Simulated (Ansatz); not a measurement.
This guess for BiO5 is about to be relaxed.

```cif
data_structure
_symmetry_space_group_name_H-M 'P-6m2'
_symmetry_Int_Tables_number 187
_cell_length_a 2.9113
_cell_length_b 2.9113
_cell_length_c 13.8723
_cell_angle_alpha 90.000
_cell_angle_beta 90.000
_cell_angle_gamma 120.000
_cell_volume 101.82
loop_
_atom_site_label
_atom_site_type_symbol
_atom_site_symmetry_multiplicity
_atom_site_Wyckoff_symbol
_atom_site_fract_x
_atom_site_fract_y
_atom_site_fract_z
_atom_site_occupancy
Bi1 Bi 1 e 0.66667 0.33333 0.00000 1
O1 O 2 g 0.00000 0.00000 0.83634 1
O2 O 2 i 0.66667 0.33333 0.66780 1
O3 O 1 b 0.00000 0.00000 0.50000 1
```

These are results of DFT PBE, scalar-relativistic, plane waves, PAW in Ansatz, not measurements. Cutoff 420 eV, Gaussian smearing, Γ-centred meshes. Cell and atoms relax first on a coarse mesh and then on a finer one. In between, the cell is made exact in the group found at 0.06 Å. In metals the finer mesh still leaves noise of several meV/atom or more. The steps can't lower the symmetry of their start. No spin polarisation.

A guess keeps its type if space group and coordination stay and the shape of the cell changes little (axis ratios within about 15 %, angles within 6°); the volume may change.

Question: Does it keep its structure type, or change into something else?

Answer: It doesn't keep its type. The symmetry stays P-6m2 (No. 187). The volume per atom grows by 10.3 %, from 17.0 to 18.7 Å³. The shortest distance goes from 2.82 Å (Bi–O) to 1.25 Å (O–O). The ratio c/a of the conventional cell changes by a factor of 0.66. Counting neighbours within 15 % of an atom's shortest distance, the start has Bi 12, O 12 and the end Bi 6, O 1/4/6. In detail, at the end Bi has 6 O at 2.36 Å; O on a site of symmetry 3m is surrounded by 3 Bi at 2.36 Å and 1 O at 2.52 Å; around O on a second site of symmetry 3m lie 1 O at 1.25 Å and 3 O at 2.09 Å; 1 more site not described.

```cif
data_structure
_symmetry_space_group_name_H-M 'P 1'
_symmetry_Int_Tables_number 1
_cell_length_a 3.4483
_cell_length_b 3.4483
_cell_length_c 10.9092
_cell_angle_alpha 90.000
_cell_angle_beta 90.000
_cell_angle_gamma 120.000
_cell_volume 112.34
loop_
_atom_site_label
_atom_site_type_symbol
_atom_site_fract_x
_atom_site_fract_y
_atom_site_fract_z
_atom_site_occupancy
Bi1 Bi 0.66667 0.33333 0.00000 1
O1 O 0.00000 0.00000 0.88451 1
O2 O 0.66667 0.33333 0.55739 1
O3 O 0.00000 0.00000 0.50000 1
O4 O 0.66667 0.33333 0.44261 1
O5 O 0.00000 0.00000 0.11549 1
```

The last run used a 12×12×4 mesh (in the run's order of axes) for its 6-atom cell and Gaussian smearing of 0.10 eV. No dispersion correction is applied, so the spacing and binding between layers, chains or molecules are poorly described. Spin–orbit coupling, which can matter for Bi, is left out. An odd number of electrons in the primitive cell allows no gap without spin; a larger cell or a magnetic state could open one. The cell is a metal run without spin; a magnetic state may lie lower. A structure relaxed within its symmetry needn't be a true minimum.

In counts of neighbours, a slash parts the counts of unlike sites.
